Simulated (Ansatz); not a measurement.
HfO2 (fluorite)

```xyz
3
Lattice="0.0000 2.5223 2.5223 2.5223 0.0000 2.5223 2.5223 2.5223 0.0000" Properties=species:S:1:pos:R:3 pbc="T T T"
Hf     0.0000     0.0000     0.0000
O      1.2611     1.2611     1.2611
O      3.7834     3.7834     3.7834
```

The volume is varied about the relaxed value V₀ at fixed cell shape. Symmetry pins the atoms to their sites.

These are PBEsol (plane waves to 420 eV, PAW, scalar-relativistic; Ansatz, a first-principles code) values and carry that method's errors. k mesh 11×11×11 (Γ-centred), Fermi-Dirac smearing 0.05 eV. Energies are smeared free energies. Stress and pressure are positive under compression. HfO2 is run without spin polarisation. HfO2 was relaxed with its symmetry unable to fall. Spin-orbit coupling is left out, though Hf is heavy. The PAW data are Ansatz's earlier set. This is a high-temperature form of HfO2. The zero of ΔE is the relaxed starting cell.

```csv
a (Å),P (GPa),ΔE (meV/atom)
4.7597,[?],305.5
4.8194,48.3,183.4
4.8776,33.0,97.0
4.9345,20.1,40.6
4.9901,9.2,9.6
5.0445,0.0,0.0
5.0978,-7.8,8.6
5.1499,-14.4,32.5
5.2010,-20.0,[?]
5.2512,-24.7,117.3
5.3004,-28.7,174.5
```

Task: Some entries are withheld; supply them.

Result: 
- 4.7597, P (GPa): 66.5
- 5.2010, ΔE (meV/atom): 69.4

(Under strain, the slope of the energy per volume gives the stress and its curvature an elastic modulus.)
